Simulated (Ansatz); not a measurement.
SrCd2Sb2:
```
SrCd2Sb2
1.0
    4.75007     0.00000     0.00000
   -2.37504     4.11368     0.00000
    0.00000     0.00000     7.87877
Sr Cd Sb
1 2 2
Direct
  0.00000   0.00000   0.00000
  0.33333   0.66667   0.63145
  0.66667   0.33333   0.36855
  0.33333   0.66667   0.25173
  0.66667   0.33333   0.74827
```

Relaxed with r²SCAN. Special points in fractions of this cell's reciprocal vectors: Γ (0.000, 0.000, 0.000); M (0.500, 0.000, 0.000); K (0.333, 0.333, 0.000); A (0.000, 0.000, 0.500); L (0.500, 0.000, 0.500); H (0.333, 0.333, 0.500).

### Question
List the band energies nearest the valence-band maximum at these points for DFT-r²SCAN in the program Ansatz with PAW potentials.

### Answer
In eV from the valence-band maximum; about four levels below and three above (degenerate sets whole), none deeper than 8.9 eV; points with the same levels are listed once.

```json
[
 {"k": "Γ", "below": "-1.24 -1.24 -0.14 0.00 0.00", "above": "0.40 1.07 2.28"},
 {"k": "M", "below": "-2.68 -2.06 -1.98 -1.30", "above": "0.79 2.47 2.65"},
 {"k": "K", "below": "-3.59 -2.16 -2.16 -1.90", "above": "2.47 2.77 2.77"},
 {"k": "A", "below": "-0.78 -0.78 -0.69 -0.69", "above": "0.40 1.68 2.72 2.72"},
 {"k": "L", "below": "-2.28 -2.20 -1.09 -1.05", "above": "1.37 1.53 1.76"},
 {"k": "H", "below": "-3.16 -2.58 -1.61 -1.61", "above": "1.89 1.89 3.68"}
]
```

Space group P-3m1. The workflow started from an entry of the Crystallography Open Database (COD). Whether it is the stable phase at ambient conditions was not checked. The cell was relaxed with r²SCAN under the symmetry of its start; whether a distortion lowers the energy is not shown. Spin–orbit coupling is left out wherever it is not named.

Potentials: the later of the program's two PAW sets.
